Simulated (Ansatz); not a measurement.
Starting cell, NaF (rock salt):

```
CELL_PARAMETERS angstrom
      0.00000     4.70157     4.70157
      2.35078     2.35078     4.70157
      2.35078     2.35078     0.00000
ATOMIC_POSITIONS crystal
  F  0.00000 0.00000 0.00000
  F  0.50000 0.00000 0.00000
  Na 0.00000 0.50000 0.50000
  Na 0.50000 0.50000 0.50000
```

The atoms are displaced by Q × the pattern below (from a DFPT mode at X = (0.5, 0.5, 0.0), largest move 1; Q in Å), at fixed cell. (q is in reciprocal vectors of the primitive cell; the cell shown is doubled to hold the pattern.)

```json
[
 {"atom": "F1", "x": "0.000", "y": "0.000", "z": "-1.000"},
 {"atom": "F2", "x": "0.000", "y": "0.000", "z": "1.000"},
 {"atom": "Na3", "x": "0.000", "y": "0.000", "z": "-0.059"},
 {"atom": "Na4", "x": "0.000", "y": "0.000", "z": "0.059"}
]
```

The numbers are results of PBE (plane waves to 420 eV, PAW, scalar-relativistic; Ansatz, a program for electronic structure), not measurements. k mesh 12×12×12 (Γ-centred), Fermi-Dirac smearing 0.05 eV. NaF was relaxed with its symmetry unable to fall. The relaxed volume of NaF is well above the measured one; the method has no dispersion term.

At one point of the scan the forces (eV/Å) are:

```json
[
 {"atom": "F1", "Fx": "0.000", "Fy": "0.000", "Fz": "0.264"},
 {"atom": "F2", "Fx": "0.000", "Fy": "0.000", "Fz": "-0.264"},
 {"atom": "Na3", "Fx": "0.000", "Fy": "0.000", "Fz": "0.018"},
 {"atom": "Na4", "Fx": "0.000", "Fy": "0.000", "Fz": "-0.018"}
]
```

Which point is it?
A) Q = 0.017 Å
B) Q = 0.067 Å
C) Q = 0.033 Å
D) Q = 0.050 Å

D, Q = 0.050 Å

(A displaced cell: forces are minus the slopes of the energy, force constants its curvatures, and phonons follow from these.)
